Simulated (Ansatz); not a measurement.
**BaLiF$_{3}$: strain energy, fitted**

BaLiF$_{3}$, Pm-3m, a = 3.982 Å. The structure is a Materials Project entry; whether it is the stable form wasn't checked. Ansatz: r2SCAN, PAW, 500 eV, Γ-centred 6×6×6 mesh on 5 atoms, Gaussian smearing 0.02 eV; no spin polarisation. Series: biaxial strain in the a-b plane, c and atoms relaxed; x is the strain in per cent. y is the free energy over the unstrained cell, V0 = 12.627 Å³/atom.

| x (%) | y (meV/atom) |
| --- | --- |
| -3.0 | ? |
| -2.0 | 5.20 |
| -1.0 | 1.25 |
| 0.0 | 0.00 |
| 1.0 | 1.20 |
| 2.0 | 4.62 |
| 3.0 | 10.06 |

Problem. Fit y = c2 x² + c3 x³ to the other rows, turn c2 into a modulus, and predict the missing energy.

Solution. Least squares on the rows shown. y = 1.227 x² − 0.03636 x³. In eV per unit strain² c2 is 12.27; M is the biaxial modulus (E = M V0 ε²): 12.27 × 160.2 / (12.627) = 156 GPa. At x = -3.0 the fit asked for gives 12.02 meV/atom. The run gave 12.14 meV/atom, so the fit is 0.12 meV/atom too low, a small miss on the scale of the series.

Symmetry holds off the tilts and polar distortions that many cubic perovskites undergo.